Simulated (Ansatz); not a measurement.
An Ansatz (a first-principles code) run. Input:

Ansatz 0.2 input:
```yaml
crystal:
  lattice:
    - [0.0, 3.2545045304, 3.2545045304]
    - [3.2545045304, 0.0, 3.2545045304]
    - [3.2545045304, 3.2545045304, 0.0]
  atoms:
    - { symbol: Te, position: [0.75, 0.75, 0.75] }
    - { symbol: Mg, position: [0.0, 0.0, 0.0] }
kpoints:
  mp_grid: { grid: [6, 6, 6] }
hamiltonian:
  xc: hse06
  pseudopotentials: { kind: paw }
scf:
  n_extra_bands: 6
  occupations: { method: fixed }
output:
  eigenvalues: true
  eigenstates:
    e_range: [-9.0, 11.5]
    kpoints:
      - [0.0, 0.0, 0.0]  # VBM
      - [0.0, 0.0, 0.0]  # CBM
      - [0.0, 0.0, 0.0]  # GAMMA
      - [0.5, 0.0, 0.5]  # X
      - [0.5, 0.5, 0.5]  # L
      - [0.5, 0.25, 0.75]  # W
      - [0.375, 0.375, 0.75]  # K
      - [0.625, 0.25, 0.625]  # U
```

Output (shortened):

```
Pseudopotentials: kind: paw
Pseudopotential: Te, paw, valence charge 16
Pseudopotential: Mg, paw, valence charge 10
Functional definition: HSE06
davidson cushion auto → on  (no smearing: the cushion is to keep the highest requested band from converging to the state above it …
Crystal: 2 atoms, lattice volume = 68.942 Å³
Basis set: ecut = 420 eV, 1363 PW (Γ)
Bands: 19, of which v1, the nominal top of the filled ones, is band 13 counted from 1 (12 counted from 0)
Symmetry: 24 space group operations
Space group: F-43m (ITA 216), of the structure as read, at distance tolerance 4.1e-5 Å
k-points: 16 of 216 (time reversal used)
PAW frozen core: Te, regenerated for the run's functional, and the local potential with it
PAW frozen core: Mg, regenerated for the run's functional, and the local potential with it
Initial wavefunctions: pseudopotential atomic-orbital guess
Eigensolver: davidson
Functional: x = pbe(κ = 0.804, μ = 0.2195149727645171), c = pbe(β = 0.06672455060314922), warm-up for x = pbe(κ = 0.804, μ = 0.2195149727645171) + 0.25 (exact …
SCF iter   1: F=—  HF=-8905.522322 eV  |F-HF|=—  |Δ(HF+E_count)|=         —  Δρ=9.07e-4  dr2=1.28e-3  ethr=1.77e-3  ⟨swp⟩=10.8  Hψ=1566  notcnv=0
preconditioner: auto → none
iter 2 solved again at ethr=1.97e-7 eV; its pass at ethr=4.93e-6 eV (dr2=5.12e-5 eV) is discarded
SCF iter   2: F=-8905.522173 eV  HF=-8905.522174 eV  |F-HF|=1.58e-6  |Δ(HF+E_count)|=   1.48e-4  Δρ=2.68e-4  dr2=5.16e-5  ethr=1.97e-7  ⟨swp⟩=2.8  Hψ=1738  notcnv=0
SCF 1 stopped early in 2 iterations: F = -8905.522173 eV  dr2 = 5.16e-5
Crystal: 2 atoms, lattice volume = 68.942 Å³
Initial density: handed on by an earlier stage of this run
Initial wavefunctions: those handed on with the density
Functional: x = pbe(κ = 0.804, μ = 0.2195149727645171) + 0.25 (exact − pbe) at short range (hse, ω = 0.20786987370883472 Å⁻¹), c = pbe(β = 0.06672455060314922); HSE06 as pw.x's `hse` composes it (authors' and Libxc's form: `xc: wpbeh`)
Exchange kernel: α = 0.2500, screened, ω = 0.2079 Å⁻¹, Wigner–Seitz truncation, v(0) = 1046.9034 eV·Å³, q-mesh 6×6×6, nearest image of the exchange supercell L …
Frozen-core exchange: fock
SCF iter   1: F=—  HF=-8910.478511 eV  |F-HF|=—  |Δ(HF+E_count)|=         —  Δρ=2.98e-3  dr2=4.08e-3  ethr=1.98e-6  ⟨swp⟩=7.4  Hψ=1499  notcnv=0
preconditioner: auto → none
SCF iter   2: F=—  HF=-8910.476361 eV  |F-HF|=—  |Δ(HF+E_count)|=   2.15e-3  Δρ=1.11e-3  dr2=6.81e-4  ethr=1.98e-6  ⟨swp⟩=4.0  Hψ=1029  notcnv=0
SCF iter   3: F=—  HF=-8910.479182 eV  |F-HF|=—  |Δ(HF+E_count)|=   2.82e-3  Δρ=5.36e-4  dr2=1.33e-4  ethr=1.53e-6  ⟨swp⟩=4.0  Hψ=910  notcnv=0
SCF iter   4: F=—  HF=-8910.479157 eV  |F-HF|=—  |Δ(HF+E_count)|=   2.59e-5  Δρ=1.25e-4  dr2=9.75e-6  ethr=4.76e-7  ⟨swp⟩=3.0  Hψ=754  notcnv=0
SCF iter   5: F=-8910.479185 eV  HF=-8910.479185 eV  |F-HF|=6.04e-8  |Δ(HF+E_count)|=   2.81e-5  Δρ=3.30e-5  dr2=6.27e-7  ethr=2.59e-8  ⟨swp⟩=4.2  Hψ=926  notcnv=0
SCF 2 stopped early in 5 iterations: F = -8910.479185 eV  dr2 = 6.27e-7
hybrid outer 1: dexx = +3.154e-3 eV, tail = 6.51e-5 eV
Crystal: 2 atoms, lattice volume = 68.942 Å³
Exchange kernel: α = 0.2500, screened, ω = 0.2079 Å⁻¹, Wigner–Seitz truncation, v(0) = 1046.9034 eV·Å³, q-mesh 6×6×6, nearest image of the exchange supercell L …
Frozen-core exchange: fock
SCF iter   1: F=—  HF=-8910.479192 eV  |F-HF|=—  |Δ(HF+E_count)|=         —  Δρ=2.99e-5  dr2=8.49e-7  ethr=1.25e-6  ⟨swp⟩=2.1  Hψ=673  notcnv=0
preconditioner: auto → none
iter 2 solved again at ethr=1.37e-10 eV; its pass at ethr=3.16e-9 eV (dr2=3.56e-8 eV) is discarded
SCF iter   2: F=-8910.479191 eV  HF=-8910.479191 eV  |F-HF|=1.71e-8  |Δ(HF+E_count)|=   2.96e-7  Δρ=9.01e-6  dr2=4.94e-8  ethr=1.37e-10  ⟨swp⟩=2.2  Hψ=1666  notcnv=0
SCF 3 converged in 2 iterations: F = -8910.479191 eV  dr2 = 4.94e-8
hybrid outer 2: dexx = +1.372e-7 eV, tail = 1.28e-7 eV, Δε = 1.86e-3 eV (about 2.29e-4 eV left of the loop's levels)
the search or the solves at the SCF's close seem to have found levels that the self-consistency loop had missed (the run counts 1) …
NSCF: frozen V_eff on 8 k-points
hybrid SCF converged: 2 outer / 7 inner (+2 warm-up), last move |dexx| = 1.37e-7 eV, tail = 1.28e-7 eV
Stability not checked (fock_operator)
Free energy (F): -8910.479192 eV
Frozen-core exchange: fock
Harris-Foulkes:  -8910.479192 eV  (|F-HF|=1.71e-8)
Internal energy: -8910.479192 eV  (E = F + TS)
E sigma→0 (E₀):  -8910.479192 eV
Fermi energy:    3.569636 eV
--- Per-component energies (eV) ---
  E_band       = -741.083796
  E_kinetic    = 255.876077
  E_local      = -3333.473307  (includes V_loc(G=0)·N_el)
  E_nonlocal   = -216.226167
  E_hartree    = 1586.573785
  E_xc         = -123.808203
  E_vxc        = -113.963742  (∫ρ·V_xc dr)
  E_exx        = -96.582968  (= α·E_x^exact, valence–valence)
  E_paw        = -4893.327021  (= ΣΔE_a)
  E_vpaw       = -313.278781  (= ΣTr[D̂ρ^β])
  E_aug_tail   = -0.000176  (compensation charges beyond the density's cutoff)
  E_ewald      = -2089.295621
  E_core_change = -0.215590  (= ΣΔE_core)
  E_smearing   =  0.000000  (= −TS)
  E_closure    =  0.000000  (closes the sum)
  Σ components = -8910.479192   (vs F -8910.479192, Δ=0.00e0)
  [band-id]    e_kinetic+e_local+e_nonlocal+2·e_hartree+e_vxc+2·e_exx+e_vpaw+e_augmentation_tail = -741.084463   (vs E_band -741.083796, Δ=-6.67e-4)
--- Band table (eV; the first three rows and the last of 16) ---
  k-point 0: bands = ["-76.6192", "-41.5097", "-41.5097", "-41.5097", "-33.7123", "-33.7123", "-33.7123", "-33.7040", "-33.7040", "-7.4928", "3.5696", "3.5696", "3.5696", "6.7416", "9.9132", "9.9132", "9.9132", "13.1753", "13.1753"]
  k-point 1: bands = ["-76.6192", "-41.5098", "-41.5097", "-41.5097", "-33.7123", "-33.7123", "-33.7123", "-33.7039", "-33.7039", "-7.3511", "2.3655", "3.4460", "3.4460", "7.6311", "9.9266", "10.1822", "10.1822", "12.5106", "12.5106"]
  k-point 2: bands = ["-76.6192", "-41.5100", "-41.5098", "-41.5098", "-33.7124", "-33.7121", "-33.7121", "-33.7039", "-33.7039", "-7.0316", "0.8065", "3.2264", "3.2264", "7.7212", "10.1513", "10.1513", "11.3151", "13.1966", "13.1966"]
  k-point 15: bands = ["-76.6191", "-41.5101", "-41.5100", "-41.5099", "-33.7126", "-33.7120", "-33.7117", "-33.7039", "-33.7037", "-6.6226", "0.5918", "1.8181", "2.1326", "8.2515", "9.1299", "11.6055", "11.9963", "14.3633", "15.6611"]
  band table: 19 of 19 bands, residual norms ≤ 1.0e-3 eV
```

Cost: around 100 core-seconds (rough) on shared cores.

The points marked VBM and CBM come from a semilocal run.

The PBE relaxation kept the symmetry of its start; phonons on a q-mesh show no instability. Spin–orbit coupling is left out wherever it is not named.

Potentials: the later of the program's two PAW sets.

Ansatz is a plane-wave DFT program.
